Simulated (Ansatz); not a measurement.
## Tl: stationary points along a deformation path

The calculation used DFT PBEsol, scalar-relativistic, plane waves, PAW (Ansatz 0.2.0). Settings: plane waves to 420 eV, k-mesh 18×18×10 (Γ-centred), Gaussian smearing 0.15 eV. Spin–orbit coupling is left out, which can shift energies with elements as heavy as these. No spin polarisation. Energies are free energies at this smearing, counted from the undisturbed cell; pressure is positive in compression.

The starting cell (as given, not relaxed at this level; it stands at 0.0 GPa):

```xyz
2
Lattice="3.4560 0.0000 0.0000 -1.7280 2.9930 0.0000 0.0000 0.0000 5.5250" Properties=species:S:1:pos:R:3 pbc="T T T"
Tl    0.0000    1.9953    1.3813
Tl    1.7280    0.9977    4.1438
```

At fixed volume and fractional coordinates, lengths along (0.000, 0.000, 1.000) are scaled against those across it; ρ is that ratio over its starting value. V = 28.575 Å³/atom. Δσ is the stress along the axis less the mean stress across it (compression positive).

```csv
ρ,ΔE (meV/atom),Δσ (GPa),space group
0.800,51.6,3.66,P6_3/mmc
0.850,30.0,2.51,P6_3/mmc
0.920,10.3,1.86,P6_3/mmc
0.960,2.5,1.14,P6_3/mmc
1.000,0.0,-0.22,P6_3/mmc
1.050,5.6,-1.45,P6_3/mmc
1.100,15.8,-2.34,P6_3/mmc
1.200,56.0,-5.26,P6_3/mmc
1.300,118.5,-8.15,P6_3/mmc
```

Problem. How does the stress give the slope of the energy, and where is the energy stationary?

Solution. Along the path d ln(length) is 2/3 d ln ρ on the axis and −1/3 d ln ρ across it, so dE/d ln ρ = −(2/3) V Δσ: the energy falls with ρ where Δσ is positive. Δσ vanishes or changes sign between ρ = 0.960 and 1.000, a minimum (near 0.99 by linear interpolation). Pairs of stationary points between two samples would go unseen, and could change a minimum read from distant neighbours into a maximum.

Problem. Integrate that slope from ρ = 1 to 1.200 by the trapezoid rule.

Solution. With V/N in Å³ and 1 eV/Å³ = 160.2 GPa the slopes at ρ = 1.000, 1.050, 1.100, 1.200 are 26, 172, 279, 626 meV/atom per unit of ln ρ. The steps add 4.8 + 10.5 + 39.4 = 54.7 meV/atom, against 56.0 from the energies; the trapezoid rule misses the curvature of the slope within each step.

In a metal these slopes depend on the k mesh and the smearing.